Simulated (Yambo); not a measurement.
```
CELL_PARAMETERS angstrom
      0.00000     2.87911     2.87911
      2.87911     0.00000     2.87911
      2.87911     2.87911     0.00000
ATOMIC_POSITIONS crystal
  S  0.75000 0.75000 0.75000
  Cd 0.00000 0.00000 0.00000
```

CdS (zinc blende, space group F-43m, No. 216): G0W0@LDA in Yambo (4×4×4 Γ-centred k mesh, bands 5 to 118 and a 10 Ry block in the screening, 118 bands in G with the Bruneval-Gonze terminator, plasmon pole fitted at 27.2 eV) on wavefunctions from Quantum ESPRESSO. With the symmetry operations that carry no fractional translation, the mesh has 8 irreducible k points, and the gap Γ → Γ is 2.282 eV.

What changes when point-group symmetry is switched off and time reversal alone is kept?

The mesh then has 36 irreducible points. The exact result doesn't change; the run gives 2.279 eV, and the difference is numerical residue, whose source wasn't traced. Rough time against the symmetric run: about 4× for the empty bands, about 4× for Yambo (2 states against 4).

Spin-orbit coupling is not included.

Geometry relaxed with LDA.
